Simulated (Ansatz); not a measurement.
**Elastic constants of ZrS at 25 GPa (stress–strain coefficients): input and output**

Computed with DFT LDA, scalar-relativistic, plane waves, PAW in Ansatz 0.2.0.

Launched with:
```bash
ansatz run input.yaml --threads 1 --pin off --max-ram 3072MiB --backend cpu --events-out ev --progress --plain --runs-dir out
```

Input (bare energies are in eV):
```yaml
crystal:
  lattice:
    - [0.0, 2.4650022443, 2.4650022443]
    - [2.4650022443, 0.0, 2.4650022443]
    - [2.4650022443, 2.4650022443, 0.0]
  atoms:
    - { symbol: Zr, position: [0.0, 0.0, 0.0] }
    - { symbol: S, position: [0.5, 0.5, 0.5] }
basis:
  ecutwfc: 420
kpoints:
  mp_grid: { grid: [14, 14, 14] }
hamiltonian:
  xc: lda
scf:
  occupations: { method: fermi_dirac, width: 0.15 }
output:
  forces: true
  stress: true
  eigenvalues: true
elastic:
  mode: relaxed_ion
  amplitude: 0.005
```

From the output:
```
--- Elastic constants: 2 strain directions × 4 members + reference (group order 48) ---
  dense FFT box of the reference and of every strained cell: 24×24×24
  strains applied: 11, 23; error gains: componentwise 1.00 (the most a stress slope's error grows in a printed constant), spectral 1.73 (1 for all six strains in a standard setting)
  C = ∂σ_k/∂η_j (tension-positive GPa; Voigt order 11 22 33 23 13 12):
       629.630     71.468     71.468      0.000     -0.000     -0.000
        71.468    629.630     71.468     -0.000     -0.000      0.000
        71.468     71.468    629.630     -0.000      0.000      0.000
        -0.000      0.000      0.000     29.477      0.000     -0.000
        -0.000      0.000      0.000     -0.000     29.477      0.000
         0.000     -0.000     -0.000      0.000     -0.000     29.477
  reference stress σ⁰ (GPa):    -24.995    -24.995    -24.995     -0.000     -0.000      0.000
  C* (energy form; C + prestress term) asymmetry max|C*_kj − C*_jk| = 4.263e-14 GPa — a small one proves nothing (zero by symmetry where the batch's group is 432, −43m or m−3m); a large one is finite-difference/SCF noise where every solve ...
  moduli (Voigt/Reuss/Hill, GPa): K = 257.52/257.52/257.52   G = 129.32/45.90/87.61   E = 236.05   ν = 0.347
  mechanically stable: yes (min eigenvalue of sym C = 29.48 GPa)
  strain η (Voigt 11):  stress-route row diagonal C_11 = 629.63 GPa, energy-path curvature d²(F+E_count+ΔE)/dδ²/Ω₀ = 629.62 GPa
    cells at ±δ against ±2δ: C11 629.91 and 630.75 GPa, apart by 0.13 % of the column's largest entry
         δ    σ_11 (GPa) F (eV) n_scf n_hpsi n_pw
    -1.000e-2     -31.6670       -4949.9090443       8   67956    594   relax 0 steps, max|allowed force component| 4.93e-32 eV/Å
    -5.000e-3     -28.2358       -4949.9370306       4   54783    594   relax 0 steps, max|allowed force component| 1.97e-30 eV/Å
     5.000e-3     -21.9367       -4949.9838195       4   53418    608   relax 0 steps, max|allowed force component| 3.16e-30 eV/Å
     1.000e-2     -19.0521       -4950.0029641       7   60313    608   relax 0 steps, max|allowed force component| 7.89e-31 eV/Å
  strain η (Voigt 23):  stress-route row diagonal C_44 = 29.48 GPa, energy-path curvature d²(F+E_count+ΔE)/dδ²/Ω₀ = 41.98 GPa
    cells at ±δ against ±2δ: C44 29.51 and 29.60 GPa, apart by 0.31 % of the column's largest entry
         δ    σ_23 (GPa) F (eV) n_scf n_hpsi n_pw
    -1.000e-2      -0.2960       -4949.9615036       7  113494    599   relax 0 steps, max|allowed force component| 5.92e-31 eV/Å
    -5.000e-3      -0.1475       -4949.9617977       4   86880    598   relax 0 steps, max|allowed force component| 4.14e-30 eV/Å
     5.000e-3       0.1475       -4949.9617977       4   85963    598   relax 0 steps, max|allowed force component| 5.92e-30 eV/Å
     1.000e-2       0.2960       -4949.9615036       6   95246    599   relax 0 steps, max|allowed force component| 1.06e-29 eV/Å
```

It took 64 s on 1 thread of Arm Neoverse V1 (shared host), peak memory 0.46 GiB.

In a metal, frequencies and elastic constants depend on the k mesh and the smearing, soft modes and shear constants most. Other phases may be more stable at this pressure. A semilocal functional can close a gap that the real compound has.